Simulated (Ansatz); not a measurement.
A crystal relaxed with r2SCAN in Ansatz 0.2.0 has space group P6_3mc (No. 186) and a = 2.790 Å, c = 6.721 Å.

```json
{"atom": "Cu", "site": "2b", "x": "0.3333", "y": "0.6667", "z": "0.0460"}
{"atom": "Xx", "site": "2b", "x": "0.3333", "y": "0.6667", "z": "0.3290"}
```

The r2SCAN gap is indirect, 0.36 eV (Γ–M (0.83 of the way from Γ) to Γ), below the direct gap of 0.78 eV at Γ. HSE06 gives an indirect gap of 1.63 eV, from Γ–M (0.83 of the way from Γ) to Γ; the least direct gap is 2.34 eV at Γ. Meshes: r2SCAN 12×12×4, HSE06 9×9×4.

Problem. Which element is Xx?
A. F
B. Cl
C. H
D. I

Solution. A. Xx is F: CuF in the wurtzite structure. Around Cu lie 4 F at 1.90–2.17 Å; around F lie 4 Cu at 1.90–2.17 Å.

Simulation only: spin-unpolarised, and no claim that this is the phase found in nature.

Where an edge lies off the special points, it is a point of the mesh or the k point where a search put PBE's edge or least direct gap, reused for the other functionals, whose own edges may lie a little apart.

The meshes of the hybrids are coarse, so their gaps aren't converged to the digits shown.
